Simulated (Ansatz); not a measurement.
An Ansatz input:

```yaml
crystal:
  lattice:
    - [4.2893391194, 0.0, 0.0]
    - [-2.1446695597, 3.7146766429, 0.0]
    - [0.0, 0.0, 2.6475481931]
  atoms:
    - { symbol: Ir, position: [0.0, 0.0, 0.0], spin: 1.0 }
    - { symbol: Ir, position: [0.3333333333, 0.6666666667, 0.5], spin: 1.0 }
    - { symbol: Ir, position: [0.6666666667, 0.3333333333, 0.5], spin: 1.0 }
hamiltonian:
  xc: mr2scan
  pseudopotentials:
    kind: paw
    azcp:
      Ir: "pseudopotentials/Ir.paw.azcp"
basis:
  ecutwfc: 500
  fft_grid_basis: typed
kpoints:
  mp_grid: { grid: [11, 11, 15], shift: [0, 0, 0] }
magnetization:
  spin_polarized: true
scf:
  occupations: { method: fermi_dirac, width: 0.05 }
output:
  stress: true
```

Output

```
Engine: ansatz 0.2.0, aarch64-unknown-linux-gnu
Pseudopotentials: kind: paw
Pseudopotential: Ir, paw, valence charge 17, recommended cutoff 500 eV (meta_gga) 
Functional definition: m-r2SCAN
  exchange = m_r2scan_x
  correlation = m_r2scan_c
Crystal: 3 atoms, lattice volume = 42.185 Å³
Basis set: ecut = 500 eV, 1095 PW (Γ), exchange–correlation on 128×128×80 points (64 copies of the dense FFT grid, shifted against one another)
Bands: 33, of which v1, the nominal top of the filled ones, is band 26 counted from 1 (25 counted from 0)
Symmetry: 24 space group operations
Space group: P6/mmm (ITA 191), of the structure as read, at distance tolerance 3.5e-5 Å
Magnetic group: BNS 191.233 (UNI 1463), of the structure as read, at distance tolerance 3.5e-5 Å
k-points: 128 of 1815
Non-local potential: Ir, projectors of the file, l = 0: 3, l = 1: 2, l = 2: 2, l = 3: 1
PAW form: soft (Blöchl's): semilocal exchange-correlation on the pseudo side does not see the compensation charge
PAW frozen core: Ir, regenerated for the run's functional (the file was generated under x = pbe(κ = 0.804, μ = 0.2195149727645171), c = pbe(β = 0.06672455060314922))
PAW one-centre angular grid: Ir, 590 points (default); XC on 160 Gauss nodes
Initial density: superposition of atomic densities (chi_scale 0.1, normalization cell)
Starting moments: Σ|m| = 3 μB on 3 of 3 sites
Initial wavefunctions: pseudopotential atomic-orbital guess
Functional: x = mr2scan, c = mr2scan; τ floored in thin density (d = 2e-4 eV/Å³)
iter 1 solved again at ethr=1.08e-3 eV; its pass at ethr=3.10e-3 eV (dr2=5.50e-1 eV) is discarded
SCF iter   1: F=—  HF=-35844.180791 eV  |F-HF|=—  |Δ(HF+E_count)|=         —  Δρ=3.46e-2 (↑3.46e-2 ↓2.31e-2)  dr2=6.94e-1  dr2_τ=2.94e-2  dr2_m=1.17e-1  M=1.880 μB ∫|m|=1.881 μB  β_m=0.80  ethr=1.08e-3  ⟨swp⟩=2.0  Hψ=45542  notcnv=0
Mixer restart at iter 1: flushing history
SCF iter   2: F=—  HF=-35844.159085 eV  |F-HF|=—  |Δ(HF+E_count)|=   2.17e-2  Δρ=1.76e-2 (↑1.76e-2 ↓1.34e-2)  dr2=2.16e-1  dr2_τ=7.38e-3  dr2_m=1.28e-2  M=1.711 μB ∫|m|=1.718 μB  β_m=1.00  ethr=1.08e-3  ⟨swp⟩=2.4  Hψ=14039  notcnv=0  defer=15  κ⁻¹=1.0e0(r=1)
SCF iter   3: F=—  HF=-35845.154737 eV  |F-HF|=—  |Δ(HF+E_count)|=         —  Δρ=4.64e-2 (↑4.64e-2 ↓3.89e-2)  dr2=8.40e-2  dr2_τ=1.25e-1  dr2_m=6.76e-1  M=-0.446 μB ∫|m|=0.446 μB  β_m=1.00  ethr=4.24e-4  ⟨swp⟩=2.4  Hψ=14732  notcnv=0  defer=292
Mixer restart at iter 3: flushing history
SCF iter   4: F=—  HF=-35845.053475 eV  |F-HF|=—  |Δ(HF+E_count)|=   1.01e-1  Δρ=1.50e-2 (↑1.50e-2 ↓6.61e-3)  dr2=1.71e-1  dr2_τ=9.69e-3  dr2_m=1.30e-2  M=-0.144 μB ∫|m|=0.144 μB  β_m=0.44  ethr=9.80e-5  ⟨swp⟩=2.3  Hψ=16342  notcnv=0  defer=292
SCF iter   5: F=—  HF=-35845.017017 eV  |F-HF|=—  |Δ(HF+E_count)|=   3.65e-2  Δρ=7.81e-3 (↑7.81e-3 ↓2.90e-3)  dr2=3.02e-2  dr2_τ=1.25e-3  dr2_m=6.38e-3  M=-0.105 μB ∫|m|=0.105 μB  β_m=0.46  ethr=9.80e-5  ⟨swp⟩=2.1  Hψ=15492  notcnv=0  defer=264  κ⁻¹=1.0e0(r=1)
...
SCF iter  18: F=—  HF=-35845.030907 eV  |F-HF|=—  |Δ(HF+E_count)|=   1.67e-8  Δρ=5.98e-7 (↑5.98e-7 ↓5.96e-7)  dr2=9.85e-12  dr2_τ=2.54e-11  dr2_m=1.29e-10  M=-0.000 μB ∫|m|=0.000 μB  β_m=1.00  ethr=1.00e-12  ⟨swp⟩=3.3  Hψ=17722  notcnv=0  defer=257  κ⁻¹=1.6e-6(r=8)
SCF iter  19: F=—  HF=-35845.030907 eV  |F-HF|=—  |Δ(HF+E_count)|=  2.69e-10  Δρ=5.04e-7 (↑5.04e-7 ↓4.14e-7)  dr2=1.64e-11  dr2_τ=1.50e-11  dr2_m=7.49e-11  M=-0.000 μB ∫|m|=0.000 μB  β_m=1.00  ethr=1.00e-12  ⟨swp⟩=1.0  Hψ=23662  notcnv=0  κ⁻¹=3.4e-7(r=8)
SCF iter  20: F=-35845.030907 eV  HF=-35845.030907 eV  |F-HF|=2.18e-11  |Δ(HF+E_count)|=  1.46e-10  Δρ=1.67e-7 (↑1.67e-7 ↓9.25e-8)  dr2=9.32e-12  dr2_τ=8.41e-13  dr2_m=3.48e-12  M=0.000 μB ∫|m|=0.000 μB  ethr=1.00e-12  ⟨swp⟩=1.0  Hψ=9472  notcnv=0
SCF 1 converged in 20 iterations: F = -35845.030907 eV  dr2 = 9.32e-12
WARN: the starting moments were not kept: the SCF closed with an absolute magnetisation of 5.1e-6 μB, where they sum to 3 μB in size (3 sites). That is at most 0.1 of that sum. Measured as dr2_m measures the in/out step, that magnetisation stands 3.6e-12 eV from none, at or under the dr2_threshold of 1.0e-7 eV: it is no larger than a step whose dr2_m would equal this threshold. The system may hold no moment; this SCF shows only that its start led to no more than that. To try another start: raise the starting moments (crystal.atoms[].spin, magnetization.per_species, magnetization.initial_magnetization, or on a non-collinear deck that types none of these the spinor_matrix: blocks that start its atoms; where the total moment is fixed, keep their sum and leave initial_magnetization as it is; typed ones take the place of any that the run laid by itself, positive ones on a crystal's lanthanoids without a Hubbard term where scf.initial_density.shell_occupations: [] is typed) or, if the notice of its spin-set hold's release reads "site moments contracting" or "site moments show no strong build", lengthen the hold (scf.mixing.spin_hold: { on: { confirm: 4 } }; for m-r²SCAN on two components see the key's manual first). Each may lead to a state that holds a moment. A second SCF, from the converged charge density, with the starting moments and any scf.initial_density.shell_occupations laid on it anew, would have followed, and was not run: the deck does not ask for one (magnetization.retry_lost_moments is false, the default). To let it run, set magnetization.retry_lost_moments: true and run the deck again, where that key's refused combinations let it; where memory then withholds it, that run's warning says so.
this state was not tested for a lower state beside it, because the mixer in use, unlike msr1, does not test its closes by its own steps (another_mixer; see scf.mixing.algorithm and scf.lower_state_search)
SCF converged after 20 iterations
Magnetization: 0.0000 μB (25.5000 up, 25.5000 down)
Absolute magnetization: 0.0000 μB (∫|ρ↑−ρ↓|, with the PAW one-centre terms)
Spin contamination: 0.0000 ħ² per cell (⟨S²⟩ above its minimum at these occupations)
Per-site moments (μB) at R_I (Å): [(-1.192209860224897e-6, 1.0921136296537501), (1.5575910475370106e-6, 1.0215360767901813), (1.5575910476965143e-6, 1.0215360767901813)]
Free energy (F): -35845.030907 eV
Harris-Foulkes:  -35845.030907 eV  (|F-HF|=2.18e-11)
Internal energy: -35844.995099 eV  (E = F + TS)
E sigma→0 (E₀):  -35845.013003 eV
Entropy (-TS):   -0.035808 eV (-11.936 meV/atom)
Fermi energy:    25.768714 eV
--- Per-component energies (eV) ---
  E_band       = -291.422758
  E_kinetic    = 1875.568947
  E_local      = -3208.139090  (includes V_loc(G=0)·N_el)
  E_nonlocal   = 223.496818
  E_hartree    = 1239.063049
  E_xc         = -767.477373
  E_vxc        = -1002.287094  (∫ρ·V_xc dr)
  E_paw        = -27750.134456  (= ΣΔE_a)
  E_vpaw       = -720.411250  (= ΣTr[D̂ρ^β])
  E_aug_tail   = -0.000050  (compensation charges beyond the density's cutoff)
  E_vtau       = 62.222771  (kinetic-family band-sum trace: ∫τ·v_τ [+ j·A + Jᵃ·Aᵃ] dr)
  E_ewald      = -7456.422264
  E_core_change = -0.950681  (= ΣΔE_core)
  E_smearing   = -0.035808  (= −TS)
  E_closure    = 0.000000  (closes the sum)
  Σ components = -35845.030907   (vs F -35845.030907, Δ=0.00e0)
--- Stress (GPa, compression-positive) ---
       16.638260       0.000000       0.000000
        0.000000      16.638260       0.000000
        0.000000       0.000000      14.349150
  P = ⅓ Tr σ = 15.8752 GPa (158.752 kbar)
```
